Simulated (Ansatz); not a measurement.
MgB$_{2}$:
```yaml
crystal:
  lattice:
    - [3.03284, 0.00000, 0.00000]
    - [-1.51642, 2.62652, 0.00000]
    - [0.00000, 0.00000, 3.46450]
  atoms:
    - { symbol: Mg, position: [0.00000, 0.00000, 0.00000] }
    - { symbol: B, position: [0.66667, 0.33333, 0.50000] }
    - { symbol: B, position: [0.33333, 0.66667, 0.50000] }
```

Relaxed with LDA. Special points in fractions of this cell's reciprocal vectors: Γ (0.000, 0.000, 0.000); M (0.500, 0.000, 0.000); K (0.333, 0.333, 0.000); A (0.000, 0.000, 0.500); L (0.500, 0.000, 0.500); H (0.333, 0.333, 0.500).

**Question.** List the band energies nearest the Fermi level at these points for the program Ansatz at the LDA level (PAW).

**Answer.** In eV from the Fermi level; about four levels below and three above (degenerate sets whole), none deeper than 8.9 eV; … stands for higher levels left out; points with the same levels are listed once.

```tsv
k	below	above
Γ	-3.02	0.40 0.40 1.78
M	-8.53 -7.97 -2.22	0.21 3.18 4.04
K	-7.25 -7.25 -6.05	1.84 1.84 …
A	-7.65	0.79 0.79 6.82 6.82
L	-7.01 -3.66 -1.93 -1.34	6.12 …
H	-6.31 -6.31 -5.35 -2.07 -2.07	3.70 …
```

Space group P6/mmm. Symmetry was held in the LDA relaxation; of distortions, only those at the zone centre were tested.

Potentials: the later of the program's two PAW sets.
